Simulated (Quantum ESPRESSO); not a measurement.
## Kohn-Sham bands of CsCl (CsCl type)

```xyz
2
Lattice="4.1437 0.0000 0.0000 0.0000 4.1437 0.0000 0.0000 0.0000 4.1437" Properties=species:S:1:pos:R:3 pbc="T T T"
Cs     0.0000     0.0000     0.0000
Cl     2.0718     2.0718     2.0718
```

Materials Project entry mp-22865; symmetrised, unrelaxed at this level. COD (Crystallography Open Database) has the formula in 2 space groups, this one among them (matched by group alone). Computed values, not measurements, from PBEsol: Quantum ESPRESSO (norm-conserving PseudoDojo potentials, cutoff 47 Ry, spinors with spin-orbit coupling) on a Γ-centred 6×6×6 mesh, then Wannier90. Density: 8×8×8 mesh, cold smearing 0.01 Ry.

Energies are relative to the valence-band maximum; weights are on the orthonormalised atomic waves of the pseudopotential files, averaged over the group. 16 electrons a cell are treated as valence.

```json
[
 {"bands": "1–2", "from (eV)": "-19.42", "to (eV)": "-19.21", "filling": "filled", "weight on atomic waves": "___"},
 {"bands": "3–4", "from (eV)": "-12.24", "to (eV)": "-12.03", "filling": "filled", "weight on atomic waves": "___"},
 {"bands": "5–6", "from (eV)": "-7.52", "to (eV)": "-7.08", "filling": "filled", "weight on atomic waves": "___"},
 {"bands": "7–10", "from (eV)": "-6.25", "to (eV)": "-5.25", "filling": "filled", "weight on atomic waves": "___"},
 {"bands": "11–16", "from (eV)": "-1.24", "to (eV)": "0.00", "filling": "filled", "weight on atomic waves": "___"}
]
```

**Question.** Which atomic shells make up each group?

**Answer.** 
- 1–2, weight on atomic waves: Cs 5s 96 %
- 3–4, weight on atomic waves: Cl 3s 94 %, Cs 6s 5 %
- 5–6, weight on atomic waves: Cs 5p 98 %
- 7–10, weight on atomic waves: Cs 5p 97 %
- 11–16, weight on atomic waves: Cl 3p 95 %

The Kohn-Sham gap over both meshes and the path is 4.93 eV.
